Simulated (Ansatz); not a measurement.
CaSnS3:
```xyz
10
Lattice="3.3279 1.9214 6.1358 -3.3279 1.9214 6.1358 0.0000 -3.8428 6.1358" Properties=species:S:1:pos:R:3 pbc="T T T"
Ca     0.0000     0.0000     6.5925
Ca     0.0000     0.0000    11.8150
Sn     0.0000     0.0000     2.8920
Sn     0.0000     0.0000    15.5155
S     -1.1520    -2.2121    10.6708
S      1.1520     2.2121     7.7367
S      2.4917     0.1084    10.6708
S     -2.4917    -0.1084     7.7367
S     -1.3397     2.1037    10.6708
S      1.3397    -2.1037     7.7367
```

Relaxed with PBEsol.

Give the optical modes at the zone centre with their infrared activity from DFPT, plane-wave PAW PBEsol (Ansatz code).

Transverse frequencies, without the LO–TO term; a row sums one degenerate level.

```tsv
ω (cm⁻¹)	degeneracy	IR ((D/Å)²/amu)	activity	symmetry
80	1	0.00	IR-inactive	Ag
108	1	0.00	IR-inactive	Ag
119	2	0.00	IR-inactive	Eg
124	2	6.17	IR	Eu
137	2	0.00	IR-inactive	Eg
145	1	7.32	IR	Au
185	2	10.73	IR	Eu
201	2	0.00	IR-inactive	Eg
207	1	5.28	IR	Au
208	1	0.00	IR-inactive	Ag
223	2	0.00	IR-inactive	Eg
248	2	54.83	IR	Eu
266	1	20.37	IR	Au
275	2	8.74	IR	Eu
284	1	0.00	IR-inactive	Ag
289	1	2.55	IR	Au
318	1	0.00	IR-inactive	Ag
329	2	0.00	IR-inactive	Eg
```

Space group R-3. The first step of the workflow began from a Materials Project structure, measured or hypothetical; the Crystallography Open Database copy checked does not list it. Its standing as an ambient phase is unchecked. The cell was relaxed with PBEsol under the symmetry of its start; of distortions, only those at the zone centre were tested. Scalar-relativistic: spin–orbit coupling is off unless named, which matters more the heavier the elements.

Potentials: the later of the program's two PAW sets.
